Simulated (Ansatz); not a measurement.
## E(M) for MnZn3 (Pm-3m)

The geometry is a structure as deposited in COD, held fixed and not relaxed.

Settings: PBEsol, 7×7×7 k mesh, Fermi–Dirac smearing of 0.03 eV. PAW means Ansatz 0.2.0 on its default frozen-core files; LAPW is all-electron LAPW in Ansatz 0.2.0. Site moments are integrated in spheres about the atoms, whose radii differ between the methods.

The reference run was typed so:

```yaml
crystal:
  lattice:
    - [3.86, 0.0, 0.0]
    - [0.0, 3.86, 0.0]
    - [0.0, 0.0, 3.86]
  atoms:
    - { symbol: Mn, position: [0.0, 0.0, 0.0], spin: 4.0 }
    - { symbol: Zn, position: [0.0, 0.5, 0.5] }
    - { symbol: Zn, position: [0.5, 0.0, 0.5] }
    - { symbol: Zn, position: [0.5, 0.5, 0.0] }
magnetization:
  spin_polarized: true
kpoints:
  mp_grid: { grid: [7, 7, 7] }
scf:
  occupations: { method: fermi_dirac, width: 0.03 }
  lower_state_search: "off"
hamiltonian:
  xc: pbesol
  pseudopotentials: { kind: paw }
output:
  forces: true
  stress: true
  eigenvalues: true
  populations: true
  dos: { projected: true, de: 0.1, e_range: [-8, 5] }
  write_density: true
  write_potential: true
  elf: true
  volumetric_format: npy
```

Command: `ansatz run input.yaml --threads 2 --pin off --max-ram 6144MiB --backend cpu --events-out ev --progress --plain --runs-dir out`

The input for «total moment held at 0.73 μB» by PAW differs from it in these lines, output keys apart:

```diff
-    - { symbol: Mn, position: [0.0, 0.0, 0.0], spin: 4.0 }
+    - { symbol: Mn, position: [0.0, 0.0, 0.0], spin: 0.73 }
+  initial_magnetization: 0.73
+  spin_locking: { lock_magnetization: hard }
```

The input for «total moment held at 1.47 μB» by LAPW differs from it in these lines, output keys apart:

```diff
-    - { symbol: Mn, position: [0.0, 0.0, 0.0], spin: 4.0 }
+    - { symbol: Mn, position: [0.0, 0.0, 0.0], spin: 1.47 }
+  initial_magnetization: 1.47
+  spin_locking: { lock_magnetization: hard }
-  pseudopotentials: { kind: paw }
+  pseudopotentials: { kind: all_electron, lapw: { basis_error: 0.001 } }
```

The total moment M of the cell is held by giving each spin its own Fermi level. Half their difference over μB is the field that would hold M, so μB·B = dF/dM. Energies count from each method's free run. The held moment starts on the atoms that carry the free run's moments.

The free PAW run: Site moments (μB): Mn1 3.14, Zn2 -0.07, Zn3 -0.07, Zn4 -0.07. Cell moment 2.93 μB.

```csv
M (μB/cell),ΔF PAW (meV/cell),ΔF LAPW (meV/cell),"B, PAW (T)","largest site moment, PAW (μB)","pressure, PAW (GPa)"
0.00,+641.2,+642.6,–,0.00,-15.1
0.73,+440.2,–,-6587,1.03,-14.4
1.47,+216.1,+214.4,-3934,1.91,-13.0
2.05,+97.8,–,-2944,2.46,-11.4
2.49,+37.0,–,-2065,2.82,-9.9
3.23,+30.5,+30.5,+3174,3.30,-7.2
3.52,+97.6,–,+5620,3.44,-6.1
3.96,+258.4,–,+7848,3.62,-4.3
```

Against an unpolarised PAW run, spin polarisation gains 160.3 meV per atom; the pressure goes from -15.1 to -8.2 GPa, the usual magnetovolume effect: the magnetic state wants the larger volume.

Q: Check μB·B = dF/dM between M = 1.47 and 2.05 μB with the PAW numbers.

A: ΔF/ΔM = -118.3 meV / 0.58 = -204.0 meV per μB, which is -3524 T with μB = 0.05788 meV/T. The mean of the two holding fields is -3439 T. The slope equals the mean of B over the step, so the two agree where B(M) is nearly straight between its ends, and here they lie within a tenth of each other.

Separate runs put a uniform field on the spins (g = 2):

```json
{"field (T)": "200", "M PAW (μB/cell)": "2.953", "M LAPW (μB/cell)": "2.954"}
{"field (T)": "1000", "M PAW (μB/cell)": "3.002", "M LAPW (μB/cell)": "3.002"}
{"field (T)": "3000", "M PAW (μB/cell)": "3.192", "M LAPW (μB/cell)": "3.192"}
```

The rows needn't lie on one branch: at M = 0 the run is unmagnetised, so slopes across such rows needn't follow B.

The PAW files were made with PBE; the program remakes their cores once for the run's functional and then keeps them frozen. The Ansatz runs typed with the search for lower states off end where their start leads. The magnetic state is the one that this cell and start allow. It needn't be the compound's measured order, which may need a larger cell or be absent.
